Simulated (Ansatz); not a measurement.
GeMo3 in space group Fm-3m (No. 225; Ge on 4a, Mo on 4b, Mo on 8c) at seven volumes, DFT-PBE in the program Ansatz with PAW potentials, scaled uniformly. One row is withheld.

```
V (Å³/atom)  P (GPa)
-----------  -------
14.042         26.43
14.505         16.18
14.968             ?
15.431          0.00
15.894         -6.33
16.357        -11.71
16.820        -16.26
```

Task: Fit the shown pressures and predict the withheld one.

Result: P = (3/2)B₀(x^(7/2) − x^(5/2))[1 + (3/4)(B′ − 4)(x − 1)] with x = (V₀/V)^(2/3). Least squares on the six rows gives V₀ = 15.431 Å³/atom, B₀ = 228 GPa, B′ = 4.38. At V = 14.968, x = 1.0205 and P = 7.43 GPa. The run itself gave 7.44 GPa.

The cell is a constructed one: a structure type filled with these elements; neither database checked (COD, Materials Project) lists it. Whether it is the stable phase at ambient conditions was not checked. The PBE relaxation kept the symmetry of its start; its stability against distortions is not shown here. No spin polarisation was allowed.

Potentials: the later of the program's two PAW sets.
